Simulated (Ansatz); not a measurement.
Te (trigonal Se type), relaxed with r²SCAN+D4 (Ansatz, a program for electronic structure, plane waves, PAW): a = b = 4.5165 Å, c = 5.9252 Å, α = β = 90.00°, γ = 120.00°.

| Item | Result |
|---|---|
| gap (eV) | 0.40 |

### Question
The same phase is relaxed and computed with LDA in the same code. What are the cell and these values now?

### Answer
a = 4.2788 Å, b = 4.2788 Å, c = 5.9279 Å, α = 90.00°, β = 90.00°, γ = 120.00°.

gap (eV): none

Weakly bound layers, chains or molecules computed without a dispersion correction, so cells and soft constants are ill determined: Te, trigonal Se type with LDA. All cells were relaxed under the symmetry of their starts (and spin orders); stability against distortions was not tested throughout. Scalar-relativistic: spin–orbit coupling is off unless named, which matters more the heavier the elements.

Potentials: the earlier of the program's two PAW sets.

Ansatz is a plane-wave DFT program.
